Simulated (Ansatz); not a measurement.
Sc (hcp (Mg type), P6_3/mmc) at seven volumes, DFT-LDA in the program Ansatz with PAW potentials, shape and atoms relaxed at each. One row is withheld.

| V (Å³/atom) | P (GPa) |
|---|---|
| 20.490 | 6.77 |
| 21.165 | ? |
| 21.840 | 1.97 |
| 22.516 | 0.00 |
| 23.191 | -1.73 |
| 23.867 | -3.26 |
| 24.542 | -4.59 |

Task: Fit the shown pressures and predict the withheld one.

Result: P = (3/2)B₀(x^(7/2) − x^(5/2))[1 + (3/4)(B′ − 4)(x − 1)] with x = (V₀/V)^(2/3). Least squares on the six rows gives V₀ = 22.515 Å³/atom, B₀ = 61.5 GPa, B′ = 3.31. At V = 21.165, x = 1.0421 and P = 4.21 GPa. The run itself gave 4.22 GPa.

The cell was relaxed with LDA under the symmetry of its start. No spin polarisation was allowed.

Potentials: the later of the program's two PAW sets.
